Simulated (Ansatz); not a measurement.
NbTe2:
```cif
data_NbTe2
_chemical_formula_sum 'Nb1 Te2'
_space_group_name_H-M_alt 'P-3m1'
_space_group_IT_number 164
_space_group_name_Hall '-P 3 2"'
_cell_length_a 3.63119
_cell_length_b 3.63119
_cell_length_c 6.69807
_cell_angle_alpha 90.000
_cell_angle_beta 90.000
_cell_angle_gamma 120.000
loop_
_atom_site_label
_atom_site_type_symbol
_atom_site_symmetry_multiplicity
_atom_site_Wyckoff_symbol
_atom_site_fract_x
_atom_site_fract_y
_atom_site_fract_z
_atom_site_occupancy
Nb1 Nb 1 a 0.00000 0.00000 0.00000 1
Te1 Te 2 d 0.33333 0.66667 0.27318 1
```

Relaxed at zero pressure with DFT-PBEsol in the program Ansatz with PAW potentials.

### Question
The volume is raised by 9 % and shape and atoms relax at that volume. What pressure results, and how do the axes share the change?

### Answer
-1.3 GPa; a 0.4 %, b 0.4 %, c 8.2 %; the energy rises by 13 meV/atom.

### Question
Give the new structure.

### Answer

Space group P-3m1 (No. 164); a = b = 3.6449 Å, c = 7.2462 Å, α = β = 90.00°, γ = 120.00°

```tsv
atom	site	symmetry	x	y	z
Nb	1a	-3m.	0.0000	0.0000	0.0000
Te	2d	3m.	0.3333	0.6667	0.2532
```

The phase is kept; no other phase was compared at this pressure.

The workflow started from a Materials Project entry (that database holds measured and hypothetical structures alike); the Crystallography Open Database copy checked does not list it. COD files the formula under space group No. 12, so this cell is another polymorph or a model. Whether it is the stable phase at ambient conditions was not checked. The cell was relaxed with PBEsol under the symmetry of its start; of distortions, only those at the zone centre were tested. The workflow began spin-polarised and lost its moments. The cell computed holds one magnetic atom, so no antiferromagnetic order was within reach. A crystal of weakly bound layers computed without a dispersion correction: the cell and the soft elastic constants depend strongly on that. Spin–orbit coupling is left out wherever it is not named.

Potentials: the later of the program's two PAW sets.
